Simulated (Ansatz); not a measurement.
Diamond Ge (111), 6 layers, DFT, r2SCAN, PAW with Ansatz's default frozen-core files, scalar-relativistic (Ansatz 0.2.0), on 2 threads of Arm Neoverse V2 (shared host).

Command: `ansatz run input.yaml --threads 2 --pin off --max-ram 4096MiB --backend cpu --events-out ev --progress --plain --runs-dir out`

```yaml
crystal:
  lattice:
    - [4.0124552891, 0.0, 0.0]
    - [-2.0062276445, 3.4748882119, 0.0]
    - [0.0, 0.0, 18.4397]
  atoms:
    - { symbol: Ge, position: [0.0, 0.0, 0.2982689926] }
    - { symbol: Ge, position: [0.3333333333, 0.6666666667, 0.3400973455] }
    - { symbol: Ge, position: [0.3333333333, 0.6666666667, 0.4781972426] }
    - { symbol: Ge, position: [0.6666666667, 0.3333333333, 0.5218027956] }
    - { symbol: Ge, position: [0.6666666667, 0.3333333333, 0.6599026598] }
    - { symbol: Ge, position: [0.0, 0.0, 0.7017310074] }
kpoints:
  mp_grid: { grid: [7, 7, 1] }
scf:
  occupations: { method: fermi_dirac, width: 0.02 }
hamiltonian:
  xc: r2scan
  pseudopotentials: { kind: paw }
output:
  forces: true
  stress: true
  eigenvalues: true
efield:
  axis: 3
  amplitude: 0
  dipole_correction: true
```

Problem. How large is the problem that the program sets up?

Solution. 8 irreducible k-points, 6601 plane waves at Γ, 51 bands.

Problem. About how long does it take, and how much memory?

Solution. 11 s of wall time for 8 SCF iterations, with a peak of 0.9 GiB. Times on shared machines scatter by tens of per cent.
